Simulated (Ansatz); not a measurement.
PbF2 (fluorite)

```yaml
crystal:
  lattice:
    - [0.00000, 3.00038, 3.00038]
    - [3.00038, 0.00000, 3.00038]
    - [3.00038, 3.00038, 0.00000]
  atoms:
    - { symbol: Pb, position: [0.00000, 0.00000, 0.00000] }
    - { symbol: F, position: [0.75000, 0.75000, 0.75000] }
    - { symbol: F, position: [0.25000, 0.25000, 0.25000] }
```

The slice is a {111} plane (indices of the conventional cell) through the point (0.000, 0.000, 0.000) (fractional), spanned by u = [100] and v = [-1 2 0] in vectors of this cell: u (4.24 Å) and v (7.35 Å, at 90° to u). It covers one period; positions are fractions (u, v).

Level of theory: PBE (plane waves to 420 eV, PAW, scalar-relativistic; Ansatz, an electronic-structure program). k mesh 10×10×10. Near the nuclei the fields are pseudised (PAW); where an atom keeps semicore shells as valence, they peak there. PbF2 was relaxed with its symmetry unable to fall. Spin-orbit coupling is left out, though Pb is heavy.

Q: Predict the map of the electrostatic potential energy of an electron, from the cell's mean on the slice.

A: 
```
v \ u  0.00   0.11   0.22   0.33  0.44  0.56   0.67   0.78   0.89
-----  ----  -----  -----  -----  ----  ----  -----  -----  -----
0.88      x  <-2.0    0.5    5.3     x     x    5.4    0.5  <-2.0
0.75    6.0    6.4    6.7    6.6   6.1   6.1    6.6    6.7    6.4
0.62      x    6.2    3.5  <-2.0     x     x  <-2.0    3.5    6.0
0.50    6.7    5.0  <-2.0      x     x     x      x  <-2.0    5.0
0.38      x    6.0    3.5  <-2.0     x     x  <-2.0    3.5    6.2
0.25    6.0    6.4    6.7    6.6   6.1   6.1    6.6    6.7    6.4
0.12      x  <-2.0    0.5    5.4     x     x    5.3    0.5  <-2.0
0.00      x      x      x    2.2   6.3   6.3    2.2      x      x
```

Values: electrostatic potential energy of an electron, from the cell's mean, in eV. Points within 1 Å of a nucleus are blanked (x), as the pseudised field means little there. Values under -2 eV are set to -2. The zero, the cell's mean, hangs on the PAW cores.
